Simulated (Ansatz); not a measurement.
**How far is PAW off for Bi2Pd?**

```xyz
3
Lattice="-1.6583 1.6583 6.4038 1.6583 -1.6583 6.4038 1.6583 1.6583 -6.4038" Properties=species:S:1:pos:R:3 pbc="T T T"
Bi    0.0000    0.0000    4.6491
Bi    0.0000    0.0000    8.1584
Pd    0.0000    0.0000    0.0000
```

Atom numbers follow the list: Bi1, Bi2, Pd3.

The cell is COD entry 9012857, as deposited and not checked against the literature; nothing was relaxed. The listed cell was then made from it by scaling, straining or moving an atom.

Spin polarisation is left out, and whether a magnetic state lies lower isn't shown here.

No spin–orbit coupling, which matters for the heavy atoms here.

Methods: DFT, PBEsol, PAW with Ansatz's default frozen-core files, scalar-relativistic (Ansatz 0.2.0); DFT, PBEsol, all-electron PAW with datasets made for the crystal, scalar-relativistic (Ansatz 0.2.0); DFT, PBEsol, all-electron LAPW, scalar-relativistic (Ansatz 0.2.0).

For PAW: a Γ-centred 15×15×15 k mesh, Fermi–Dirac smearing of 0.08 eV, cutoff 420 eV, no spin polarisation; the PAW files were made with PBE, and the program remakes their frozen cores for this functional. The crystal-made all-electron datasets (AE datasets) take a cutoff of 260 eV at this cell. LAPW targets a basis error of 1 meV/atom. The Ansatz runs share mesh, smearing and spin set-up. Plane-wave (PAW) pressures include the program's estimate of the Pulay term.

Stress and pressure are positive in compression.

The change that made this cell: volume scaled by 0.96.

```csv
quantity,PAW,AE datasets,LAPW
pressure (GPa),2.57,2.58,2.58
stress xx (GPa),2.82,2.83,2.83
stress zz (GPa),2.06,2.07,2.07
"force on Bi1, z (eV/Å)",-0.128,-0.127,-0.127
```
